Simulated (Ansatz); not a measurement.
CdTe:
```yaml
crystal:
  lattice:
    - [0.00000, 3.27934, 3.27934]
    - [3.27934, 0.00000, 3.27934]
    - [3.27934, 3.27934, 0.00000]
  atoms:
    - { symbol: Cd, position: [0.00000, 0.00000, 0.00000] }
    - { symbol: Te, position: [0.75000, 0.75000, 0.75000] }
```

Relaxed with r²SCAN.

Question: Give the Bader charges and basin volumes of the independent atoms, plane-wave PAW r²SCAN (Ansatz code).

Answer: 

| atom | Bader charge (e) | Bader volume (Å³) |
|---|---|---|
| Cd1 | +0.62 | 25.0 |
| Te2 | -0.62 | 45.6 |

Space group F-43m (zinc blende). The cell was relaxed with r²SCAN under the symmetry of its start. Spin–orbit coupling is left out wherever it is not named.

Potentials: the earlier of the program's two PAW sets.
